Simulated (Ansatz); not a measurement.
# MgCu4Sn (F-43m): electronic heat capacity and spin susceptibility from the density of states

Computed with DFT r2SCAN, scalar-relativistic, plane waves, PAW (Ansatz).

Settings: cutoff 500 eV, Γ-centred mesh 10×10×10 on the computed 6-atom cell, Gaussian smearing of 0.10 eV; no spin polarisation.

Relaxed cell: F-43m, a = 6.989 Å, b = 6.989 Å, c = 6.989 Å, α = 90.00°, β = 90.00°, γ = 90.00°, 6 atoms in the primitive cell. Whether it is the stable form of this composition wasn't checked.

The density of states at the Fermi level is 0.766 states/eV in the cell of 6 atoms (1 formula unit; both spins, tetrahedra on a 15×15×15 mesh). Averaged over bins of 0.1 eV the density runs from 0.6 to 1.2 states/eV within 0.2 eV of the Fermi level, so the figure hangs on the exact place of that level.

Q: What Sommerfeld coefficient and Pauli susceptibility does this give?

A: Per formula unit N(E_F) = 0.766 states/eV. γ = (π²/3) k_B² N(E_F) N_A = 2.357 mJ/(mol K²) per state/eV, so γ = 1.8 mJ/(mol K²), a mole of formula units. χ_P = μ_B² N(E_F) N_A = 3.23×10⁻⁵ emu/mol per state/eV gives 2.5×10⁻⁵ emu/mol. This is the bare band result: a measured γ of the same phase is as a rule larger by a factor 1 + λ from phonons and spin fluctuations, the spin part of χ is larger by the Stoner factor, and a measured χ also holds orbital and core terms. N(E_F) at one energy is sensitive to the mesh where the density of states has sharp peaks.

Cost: 1 run of about 2.6 core-minutes, on Oxide Virtual Turin-like Processor (Zen 5) (shared hosts).